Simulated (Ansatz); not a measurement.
**Structure relaxation, Sb**

The start is a relaxed Sb cell with every coordinate shifted by Gaussian noise of σ = 0.45 Å. The cell and all atomic positions are relaxed at zero pressure with r2SCAN (plane waves to 500 eV, PAW, scalar-relativistic; Ansatz, an electronic-structure program). The first steps use a coarse 9×9×9 k-mesh.

Initial structure:
```
Sb
1.0
    2.17104     1.25345     3.87145
   -2.17104     1.25345     3.87145
    0.00000    -2.50690     3.87145
Sb
2
Direct
  0.29563   0.20717   0.36595
  0.83676   0.67226   0.88297
```

```yaml
initial_pressure: "-3.0 GPa (negative: the cell is under tension)"
largest_initial_force: 0.41 eV/Å, on Sb1, Sb2 (atoms numbered as listed)
energy_released: 0.08 eV/atom
relative_to_the_parent: It relaxes back to the parent, R-3m (No. 166)
Shortest distances (start → end): "The closest pairs of elements (up to four, under 3.6 Å), start → end: Sb–Sb 2.99 → 2.92 Å"
band_gap_at_the_end: zero (metallic)
optimiser_moves: 8
```

It ends as:

```cif
data_Sb6
_chemical_formula_sum 'Sb6'
_space_group_name_H-M_alt 'R-3m :H'
_space_group_IT_number 166
_space_group_name_Hall '-R 3 2"'
_cell_length_a 4.34159
_cell_length_b 4.34159
_cell_length_c 11.61576
_cell_angle_alpha 90.000
_cell_angle_beta 90.000
_cell_angle_gamma 120.000
loop_
_atom_site_label
_atom_site_type_symbol
_atom_site_symmetry_multiplicity
_atom_site_Wyckoff_symbol
_atom_site_fract_x
_atom_site_fract_y
_atom_site_fract_z
_atom_site_occupancy
Sb1 Sb 6 c 0.00000 0.00000 0.26860 1
```
(The calculation used a cell of 2 atoms; values per cell refer to that cell.)

Final values are on a 13×13×13 k-mesh of the relaxed cell. No spin polarisation in the result.

The run could not lose the symmetry of its start.
